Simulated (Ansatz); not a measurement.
A crystal relaxed with r2SCAN in the plane-wave code Ansatz has space group P2_1/m (No. 11) and a = 6.930 Å, b = 2.641 Å, c = 7.040 Å, β = 119.3°.

| atom | site | x | y | z |
| --- | --- | --- | --- | --- |
| Ge | 2e | 0.3922 | 0.2500 | 0.1715 |
| Xx | 2e | 0.1622 | 0.7500 | 0.7522 |
| Xx | 2e | 0.2077 | 0.7500 | 0.4219 |
| N | 2e | 0.6953 | 0.2500 | 0.3427 |
| N | 2e | 0.2831 | 0.2500 | 0.3604 |
| N | 2e | 0.2956 | 0.7500 | 0.9837 |
| N | 2e | 0.9735 | 0.7500 | 0.3116 |

The r2SCAN gap is indirect, 2.54 eV (Γ–Z (0.30 of the way from Γ) to Γ), below the direct gap of 2.77 eV at Γ–Z (0.10 of the way from Γ). HSE06 gives an indirect gap of 3.66 eV, from Γ–Z (0.30 of the way from Γ) to Γ; the least direct gap is 3.87 eV at Γ–Z (0.10 of the way from Γ). The PBE gap is indirect, 2.14 eV (Γ–Z (0.30 of the way from Γ) to Γ), below the direct gap of 2.37 eV at Γ–Z (0.10 of the way from Γ). Meshes: r2SCAN 4×10×4, HSE06 4×6×4, PBE 4×10×4. r2SCAN's ε∞ is 5.3 along all three axes, to this precision.

**Question.** Which element is Xx?
A. Sn
B. Pb
C. C
D. Si

**Answer.** C. Xx is C: GeC2N4 on the sites of β-Si3N4 (relaxed group P2_1/m). Ge is surrounded by 4 N at 1.75–1.84 Å; C is surrounded by 4 N at 1.43–1.55 Å; C is surrounded by 4 N at 1.42–1.56 Å; N is surrounded by 2 C at 1.44–1.45 Å and 1 Ge at 1.84 Å; N is surrounded by 2 C at 1.56 Å and 1 Ge at 1.82 Å; N is surrounded by 1 C at 1.43 Å and 2 Ge at 1.75 Å; N is surrounded by 3 C at 1.42–1.55 Å.

All values are calculated for a non-magnetic cell, which may be hypothetical.

The runs are scalar-relativistic, without spin-orbit coupling.

Where an edge lies off the special points, it is a point of the mesh or the k point where a search put PBE's edge or least direct gap, reused for the other functionals, whose own edges may lie a little apart; PBE's own value is read along its path and can be a few hundredths of an eV high.

The meshes of the hybrids are coarse, so their gaps aren't converged to the digits shown.

For a response run the program warns that the ground state's bands aren't all converged, so ε∞ carries an extra error.
